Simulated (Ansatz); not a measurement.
## What DFT gives for GeOsCl

```
Cl Os Ge
1.0
     2.12410    3.67905    0.00000
    -2.12410    3.67905    0.00000
     0.00000    0.00000    7.20854
Cl Os Ge
2 2 2
Direct
  0.00000 0.00000 0.25000
  0.00000 0.00000 0.75000
  0.33330 0.33340 0.00520
  0.66660 0.66670 0.50520
  0.33330 0.33340 0.45470
  0.66660 0.66670 0.95470
```

Level: r2SCAN, no spin polarisation; 500 eV; 7×7×4 Γ-centred mesh; tetrahedron occupations; Ansatz 0.2.0, fixed geometry.

(1) What do density and ELF say about some of the short contacts?

(2) What happens at the Fermi level?

(3) Which atom feels the largest force, and which way?

(4) Is the cell too large or too small?

(5) Give the Bader charges.

(6) What is the formation energy?

Origin: a known structure type with other elements, at an estimated volume, so it need not be a known compound. Caveats: empty levels are not fully converged; many states at the Fermi level without spin polarisation, so a magnetic state may lie lower; correlation that this level lacks may open a gap in such a compound; forces and stress under tetrahedra may miss the slope of the energy.

Results:

(1) Os–Ge at 2.48 Å: least valence density 0.60 e/Å³ and ELF 0.65 there. Cl–Ge at 2.86 Å: least valence density 0.18 e/Å³ and ELF 0.15 there. Cl–Os at 3.02 Å: least valence density 0.17 e/Å³ and ELF 0.14 there. Both are smooth PAW fields, read partly inside the augmentation spheres.

(2) It is a metal, with about 7.1 states/eV a cell as the mean within 0.25 eV of the Fermi level, mostly Os d (69 %) and Cl p (15 %).

(3) The largest is on Cl1 (and as large on other atoms): 1.39 eV/Å, components (0.00, 0.00, -1.39). It makes 121° with the line to a nearest neighbour, Ge5 at 2.86 Å.

(4) The pressure is -2.9 GPa (compression positive), so with the atoms held at these fractions the cell would first shrink; the forces are large, so a full relaxation may end otherwise. The principal stresses -4.0, -4.0, -0.6 GPa differ, so its shape would change too.

(5) Bader charges in e: Ge +0.56, Os -0.06, Cl -0.50. In the mean Ge gives up most and Cl takes most.

(6) 1.05 eV an atom against the elements' usual phases (free molecules for gases, crystals otherwise, with no correction for O₂ or N₂), so at this geometry it isn't bound against them. Relaxing would lower it.
